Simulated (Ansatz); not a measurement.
A geometry of Ru away from equilibrium: the start of the relaxation of a relaxed Ru cell displaced along its unstable phonon at q = (½, ½, 0) of its primitive reciprocal cell (95i cm⁻¹), largest move 0.15 Å. Calculation: r2SCAN (plane waves to 500 eV, PAW, scalar-relativistic; Ansatz, an electronic-structure program). Γ-centred k-mesh 13×13×13 on the run's cell (coarser than for final values), Fermi–Dirac smearing 0.05 eV.

```xyz
2
Lattice="4.9819 0.0000 0.0000 2.4909 2.4909 0.0000 0.0000 0.0000 2.4909" Properties=species:S:1:pos:R:3:forces:R:3 pbc="T T T" free_energy=-11779.126 pressure_GPa=-1.1
Ru     0.0000     0.0000     0.1500    0.0000    0.0000    0.1646
Ru     2.4909     0.0000    -0.1500    0.0000    0.0000   -0.1646
```

Positions in Å, forces in eV/Å, free energy of the cell in eV (comparable only within this code, potentials and settings). Largest force: 0.16 eV/Å, on Ru1, Ru2 (atoms numbered as listed); the geometry lies 0.57 eV/atom above the end of its relaxation.

No spin polarisation in the result.

The run could not lose the symmetry of its start: the end is stationary, and may be a saddle point rather than a minimum.

The end of the path is a generated cell of Ru: the first start was made by placing the elements on the sites of a structure type, and the end was not matched to a known phase here, so it may be hypothetical. Known forms of Ru include space group No. 194.
